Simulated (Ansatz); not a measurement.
**La2Zn6Ge3: input and output**

input.yaml (Ansatz 0.2.0)

```yaml
crystal:
  lattice:
    - [7.67691, 0.055103, -0.016315]
    - [-3.790735, 6.718931, -0.034314]
    - [-0.008783, -0.026399, 4.147666]
  atoms:
    - { symbol: Zn, position: [0.167267, 0.957912, 0.048666] }
    - { symbol: Zn, position: [0.825478, 0.826923, 0.96873] }
    - { symbol: Zn, position: [0.020362, 0.228759, 0.049091] }
    - { symbol: Ge, position: [0.379562, 0.971678, 0.498311] }
    - { symbol: Ge, position: [0.636542, 0.625493, 0.500053] }
    - { symbol: Ge, position: [0.971804, 0.391834, 0.489804] }
    - { symbol: La, position: [0.310244, 0.66196, 0.024092] }
    - { symbol: La, position: [0.699022, 0.374472, 0.969938] }
    - { symbol: Zn, position: [0.70434, 0.992308, 0.484241] }
    - { symbol: Zn, position: [0.324407, 0.31279, 0.476112] }
    - { symbol: Zn, position: [0.009264, 0.678414, 0.487981] }
kpoints:
  mp_grid: { grid: [3, 3, 4], shift: [0.5, 0.0, 0.0] }
magnetization:
  spin_polarized: false
scf:
  occupations: { method: fermi_dirac }
  lower_state_search: "off"
  max_iter: 200
hamiltonian:
  pseudopotentials: { kind: paw }
  xc: mr2scan
basis:
  ecutwfc: 500
  fft_grid_basis: typed
output:
  forces: true
  stress: true
  eigenvalues: true
  populations: true
  elf: true
  write_potential: true
  volumetric_format: npy
  dos:
    e_range: [-12, 8]
    de: 0.05
    projected: { site_lists: { Ge: [Ge], La: [La], Zn: [Zn] } }
checkpoint:
  read: saved_state
```

Launched with:

```sh
ansatz run input.yaml --threads 2 --pin off --max-ram 2560MiB --backend cpu --events-out ev --progress --plain --runs-dir out
```

The run starts from an earlier solution of this cell. 

Excerpt of what it printed:

```
Free energy (F): -45395.2044 eV
Harris-Foulkes:  -45395.2044 eV  (|F-HF|=4.20e-8)
Internal energy: -45395.1586 eV  (E = F + TS)
E sigma→0 (E₀):  -45395.1815 eV
Entropy (-TS):   -0.0458 eV (-4.160 meV/atom)
Fermi energy:    11.3584 eV
--- Per-component energies (eV) ---
  E_band       = -158.7447
  E_kinetic    = 1510.9928
  E_local      = -18159.3936  (includes V_loc(G=0)·N_el)
  E_nonlocal   = 5130.3285
  E_hartree    = 7848.0621
  E_xc         = -1224.7836
  E_vxc        = -860.7566  (∫ρ·V_xc dr)
  E_paw        = -28053.3510  (= ΣΔE_a)
  E_vpaw       = -3523.2024  (= ΣTr[D̂ρ^β])
  E_aug_tail   = -0.0003  (compensation charges beyond the density's cutoff)
  E_vtau       = 47.1569  (kinetic-family band-sum trace: ∫τ·v_τ [+ j·A + Jᵃ·Aᵃ] dr)
  E_ewald      = -12442.7976
  E_core_change = -4.2160  (= ΣΔE_core)
  E_smearing   = -0.0458  (= −TS)
--- Stress (GPa, compression-positive) ---
        4.7732      -2.2498      -0.1573
       -2.2498       5.4754       0.8947
       -0.1573       0.8947       3.1894
  P = ⅓ Tr σ = 4.4793 GPa (44.793 kbar)
--- Löwdin populations: 11 sites ---
  site symbol       q [e]
     0     Zn     11.0532
     1     Zn     11.0800
     2     Zn     11.0423
     3     Ge     15.2545
     4     Ge     15.2557
     5     Ge     15.1518
     6     La     11.4078
     7     La     11.2998
     8     Zn     10.8937
     9     Zn     10.9473
    10     Zn     10.7595
  spilling = 0.0136 (of n_electrons = 136.0000)
```

Absolute energies hang on the potentials; compare differences alone.

Origin: a strained cell with displaced atoms, so it need not be a known compound. Caveats: the k mesh is coarse if the cell is a metal; atoms or cell far from equilibrium; f levels without a U or exact exchange are poorly placed; m-r2SCAN is r2SCAN with a changed spin dependence that lowers moments.
